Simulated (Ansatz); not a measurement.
Values for one crystal, relaxed and computed with r²SCAN in the plane-wave PAW code Ansatz; other levels are named.

* **Volume per atom**: 27.14 Å³
* **Electronic character**: metallic (no gap)
* **Density of states at the Fermi level**: 0.42 states/eV per atom (mean over ±0.08 eV)
* **Formation energy from the elements (no fitted shifts)**: -1.04 eV/atom

Which of these materials gives this?
A) La2Zn6Ge3, P-62m (La on 2c, Zn on 3g, Zn on 3f, Ge on 3g)
B) ZrSi2, Cmcm (Si on 4c, Si on 4c, Zr on 4c)
C) Ti3InC, anti-perovskite
D) La3InN, anti-perovskite

D, La3InN, anti-perovskite

Space group Pm-3m (anti-perovskite). The workflow started from a Materials Project entry (that database holds measured and hypothetical structures alike); the Crystallography Open Database files this formula in space group No. 221, but the cells were not matched. Its standing as an ambient phase is unchecked. Symmetry was held in the r²SCAN relaxation; whether a distortion lowers the energy is not shown. With an odd number of electrons in the cell and no spin polarisation, the count alone makes it a metal. The references are the lowest solids computed at this level, not always the standard phases (solids in place of the gases). Scalar-relativistic: spin–orbit coupling is off unless named, which matters more the heavier the elements.

Potentials: the later of the program's two PAW sets.
